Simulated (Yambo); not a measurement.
CaHI (space group P4/nmm, No. 129), G0W0@LDA in Yambo (4×4×1 mesh, plasmon pole; 8 Ry block, no terminator). The number N of bands in W and G is varied.

```csv
N,x = 1/N,gap X → M (eV),shift of the valence edge (eV)
93,0.01075,5.352,-0.595
144,0.00694,5.376,-0.804
207,0.00483,5.394,-0.938
270,0.00370,?,?
```

Question: Basis-set arguments suggest E = E∞ + A x. Fix A and E∞ from the two rows above the withheld one, predict the row at 270 bands, and test the form.

Answer: Gap: A = (5.394 − (5.376))/(0.00483 − 0.00694) = -8.53, E∞ = 5.435 eV, so 5.404 eV is predicted; the run gave 5.411 eV (miss 7 meV). The first two rows have slope -6.30, so the form doesn't hold yet over the whole range. Shift: A = (-0.938 − (-0.804))/(0.00483 − 0.00694) = 63.5, E∞ = -1.245 eV, so -1.010 eV is predicted; the run gave -1.017 eV (miss 7 meV). The first two rows have slope 54.9, within 15 % of that. The other settings are held fixed.

Spin-orbit coupling is not included.

Geometry of the Materials Project entry, not relaxed at this level; primitive cell a = b = 4.0233 Å, c = 9.3431 Å, α = β = γ = 90.00°.

A shift is the quasiparticle energy of the state minus its LDA energy.

The distance between layers or molecules is the database entry's, not relaxed here. Functionals without dispersion can leave it too large, which widens gaps and weakens the response across layers: the numbers belong to this cell.
